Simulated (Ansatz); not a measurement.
## Nb: energy along a strain

Nb, Fm-3m, a = 4.230 Å (as given, not relaxed at this level: -2.0 GPa). This isn't the element's structure at ambient conditions. Ansatz: r2SCAN, PAW, 500 eV, Γ-centred 20×20×20 mesh on 1 atom, Gaussian smearing 0.15 eV; no spin polarisation. Cell vectors (Å): 0.000 2.115 2.115; 2.115 0.000 2.115; 2.115 2.115 0.000. The cell is strained by x per cent times the pattern (1 0 0 0 0 0) in the order xx yy zz yz xz xy (engineering shears), with fractional coordinates held. y is the free energy over the start, V0 = 18.922 Å³/atom. Points with a strain past 8.5 % were computed too (3) and aren't used here.

```
x (%) y (meV/atom)
-7.50             ?
-5.00        -17.34
-2.50         -7.38
 0.00          0.00
 2.50          5.76
 5.00         13.94
 7.50         27.29
```

**Question.** Fit y = c1 x + c2 x² + c3 x³ to the other rows, get the stiffness along the pattern, and predict the missing energy.

**Answer.** Least squares on the rows shown. y = 2.3625 x − 0.068770 x² + 0.031697 x³. The clamped-ion stiffness p·C·p = 2 × -0.6877 eV × 160.2 / 18.922 Å³ = -11.6 GPa, which is C11 in these axes (second derivative at the start, which stands under stress). The pressures of the same runs give B = −dP/dε = 160 GPa; in a cubic crystal a longitudinal stiffness under B means a negative shear constant, so this lattice is unstable. With a term in x⁴ added, the coefficient of x² becomes -0.1030, 50 % more, which shows how far this figure hangs on the form. At x = -7.50 the fit asked for gives -34.96 meV/atom. The run gave -27.20 meV/atom, so the fit is 7.76 meV/atom too low, 14 % of the span of the series, against an rms of 0.28 meV/atom on the fitted rows. The row lies outside the fitted range. With a term in x⁴ added, a fit to the same known rows predicts -30.92 meV/atom, which recovers part of the miss; the known rows don't hold the rest.